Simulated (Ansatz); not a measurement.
CsSnI₃ (cubic perovskite, Pm-3m) under volume change, DFT-PBE in the program Ansatz with PAW potentials, scaled uniformly.

| V (Å³/atom) | E − E(relaxed) (meV/atom) | P (GPa) |
|---|---|---|
| 44.892 | 22.9 | 1.80 |
| 46.372 | 9.6 | 1.10 |
| 47.852 | ? | ? |
| 49.332 | 0.0 | 0.00 |
| 50.812 | 2.0 | -0.42 |
| 52.292 | ? | ? |
| 53.772 | 16.2 | -1.08 |

**Question.** What belongs in the gaps?

**Answer.** 
- 47.852, E − E(relaxed) (meV/atom): 2.3
- 47.852, P (GPa): 0.50
- 52.292, E − E(relaxed) (meV/atom): 7.6
- 52.292, P (GPa): -0.78

**Question.** What does a third-order Birch–Murnaghan fit give for V₀, B₀ and B′?

**Answer.** V₀ = 49.34 Å³/atom, B₀ = 15.3 GPa, B′ = 4.6.

This is a known high-temperature phase of the composition, computed here at zero pressure and temperature. The PBE relaxation kept the symmetry of its start; of distortions, only those at the zone centre were tested. Scalar-relativistic: spin–orbit coupling is off unless named, which matters more the heavier the elements.

Potentials: the later of the program's two PAW sets.
